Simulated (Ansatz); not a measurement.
Computed properties of MoS₂

MoS2:
```
MoS2
1.0
    1.56318     0.90250     5.99107
   -1.56318     0.90250     5.99107
    0.00000    -1.80501     5.99107
Mo S
1 2
Cartesian
  0.00000   0.00000  17.96885
  0.00000   0.00000   7.53939
  0.00000   0.00000   4.43546
```

Space group R3m (No. 160); conventional cell a = 3.126 Å, b = 3.126 Å, c = 17.973 Å, α = 90.00°, β = 90.00°, γ = 120.00°.

Method: plane-wave PAW LDA (Ansatz code). The cell and atoms are relaxed at this level. Other levels are named where they apply.

**Cell and energy**

```json
{
  "volume_per_atom": "16.90 Å³",
  "density": "5.24 g/cm³",
  "Formation energy from the elements (no fitted shifts)": "-1.01 eV/atom"
}
```

**Electronic structure**

```json
{
  "band_gap": "0.70 eV (indirect)",
  "valence_band_maximum": "at T",
  "conduction_band_minimum": "on the Γ–S0 line, 54 % of the way from Γ (k = 0.000, 0.185, -0.185 in fractions of the reciprocal vectors) (6 equivalent valleys)",
  "smallest_direct_gap_on_the_standard_path": "1.84 eV",
  "electron_effective_mass": "0.46, 0.58, 0.73 mₑ (principal values)",
  "hole_effective_mass": "0.62, 0.62, 0.93 mₑ (principal values)"
}
```

**Mechanics**

```json
{
 "Elastic constants (relaxed ions, GPa)": "C11 = 245, C12 = 61.6, C13 = 16.3, C14 = 5.0, C33 = 46.2, C44 = 22.0",
 "mechanical_stability": "stable (all eigenvalues of C positive)",
 "hill_bulk_and_shear_moduli": "60.7 and 45.0 GPa",
 "Young's modulus": "108 GPa",
 "Poisson's ratio": "0.20",
 "debye_temperature_from_the_elastic_constants": "375 K",
 "Piezoelectric stress constants (proper, relaxed ions, C/m²)": "e15 = e24 = 0.05, e16 = e21 = 0.62, e22 = -0.62, e33 = 0.16"
}
```

**Dielectric response**

```json
{
  "Electronic dielectric constant ε∞ (DFPT)": "15.7 (xx = yy), 7.75 (zz)",
  "Static dielectric constant ε0 (ions relaxed, cell fixed)": "15.9 (xx = yy), 7.84 (zz)",
  "Born charges (a third of the trace)": "Mo -1.05, S +0.49 to +0.56 e"
}
```

**Phonons**

```json
{
 "Highest zone-centre frequency (without LO–TO term)": "470 cm^-1",
 "zone_centre_stability": "no imaginary mode at Γ"
}
```

Symmetry was held in the LDA relaxation. The run is not spin-polarised. A crystal of weakly bound layers computed without a dispersion correction: the cell and the soft elastic constants depend strongly on that. Signs of piezoelectric constants follow the polarity of the cell as given. The references are the lowest solids computed at this level, not always the standard phases. Spin–orbit coupling is left out wherever it is not named.

Potentials: the earlier of the program's two PAW sets. The files were generated under PBE; for other functionals the program regenerates the frozen cores, and for LDA and PBEsol the local potential too.
